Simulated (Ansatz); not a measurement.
Relaxed-ion elastic tensor of IrW (rock salt, Fm-3m) in GPa (Voigt order), the program Ansatz at the PBEsol level (PAW); density 18.32 g/cm³, 17.05 Å³ per atom.

```
 324   238   238   0.0   0.0   0.0
 238   324   238   0.0   0.0   0.0
 238   238   324   0.0   0.0   0.0
 0.0   0.0   0.0  -8.2   0.0   0.0
 0.0   0.0   0.0   0.0  -8.2   0.0
 0.0   0.0   0.0   0.0   0.0  -8.2
```

Q: Is the crystal mechanically stable?

A: No: the smallest eigenvalue of C is -8.2 GPa.

The start of the workflow was typed in or built on a structure type; neither database checked (COD, Materials Project) lists it. COD files the formula under space group No. 51. Whether it is the stable phase at ambient conditions was not checked. The PBEsol relaxation kept the symmetry of its start. At this level the phase is mechanically unstable. No spin polarisation was allowed. Its formation energy is positive at this level, so the cell may be metastable or incomplete. As this level gives no gap, shear constants depend on the k-mesh and smearing (Fermi–Dirac, 0.1 eV here). Scalar-relativistic: spin–orbit coupling is off unless named, which matters more the heavier the elements.

Potentials: the later of the program's two PAW sets.
